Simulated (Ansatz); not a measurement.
Computed properties of MoSe

MoSe:
```cif
data_Mo6Se6
_chemical_formula_sum 'Mo6 Se6'
_space_group_name_H-M_alt 'P63/mcm'
_space_group_IT_number 193
_space_group_name_Hall '-P 6c 2'
_cell_length_a 9.01516
_cell_length_b 9.01516
_cell_length_c 4.41665
_cell_angle_alpha 90.000
_cell_angle_beta 90.000
_cell_angle_gamma 120.000
loop_
_atom_site_label
_atom_site_type_symbol
_atom_site_symmetry_multiplicity
_atom_site_Wyckoff_symbol
_atom_site_fract_x
_atom_site_fract_y
_atom_site_fract_z
_atom_site_occupancy
Mo1 Mo 6 g 0.17351 0.17351 0.75000 1
Se1 Se 6 g 0.33396 0.33396 0.25000 1
```

Space group P6_3/mcm (No. 193); conventional cell a = b = 9.0152 Å, c = 4.4167 Å, α = β = 90.00°, γ = 120.00°.

Method: DFT-r²SCAN+D4 in the program Ansatz with PAW potentials. The cell and atoms are relaxed at this level. Other levels are named where they apply.

Cell and energy:

* **Volume per atom**: 25.91 Å³
* **Density**: 5.61 g/cm³
* **Formation energy from the elements (no fitted shifts)**: -0.45 eV/atom

Electronic structure:

* **Electronic character**: metallic (no gap)
* **Density of states at the Fermi level**: 0.52 states/eV per atom (mean over ±0.08 eV)

Magnetism:

- Magnetic order: non-magnetic (starting moments vanished)

Mechanics:

- Bulk modulus (Birch–Murnaghan fit): 13.7 GPa
- Pressure derivative B′: 11.8

Charges:

Bader charges: Mo +0.71, Se -0.71 e

The start of the workflow was typed in or built on a structure type; neither database checked (COD, Materials Project) lists it. Its standing as an ambient phase is unchecked. The cell was relaxed with r²SCAN+D4 under the symmetry of its start; whether a distortion lowers the energy is not shown. The workflow began spin-polarised and lost its moments. The references are the lowest solids computed at this level, not always the standard phases. Spin–orbit coupling is left out wherever it is not named.

Potentials: the earlier of the program's two PAW sets.
